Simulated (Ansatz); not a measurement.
Hf₂S, in the lowest among the structures calculated here: P6₃/mmc (No. 194), hP6; a = 3.3453 Å, b = 3.3453 Å, c = 11.6712 Å, α = 90.00°, β = 90.00°, γ = 120.00°; Hf 4f (0.333, 0.667, 0.101); S 2b (0.000, 0.000, 0.250). Level of theory: PBEsol (plane waves to 420 eV, PAW, scalar-relativistic; Ansatz, a quantum-chemistry and plane-wave program). Element references, the lowest calculated here: Hf (P6₃/mmc), S (Fddd).

### Question
Give the formation energy of this P6₃/mmc form of Hf2S from the elements at the level PBEsol.

### Answer
-1.11 eV/atom.

Static energies, no anion corrections, no zero-point energy. Values are rounded to 0.01 eV/atom. Spin-orbit coupling is missing from these energies, which matters for elements this heavy. The compounds carry no spin polarisation.
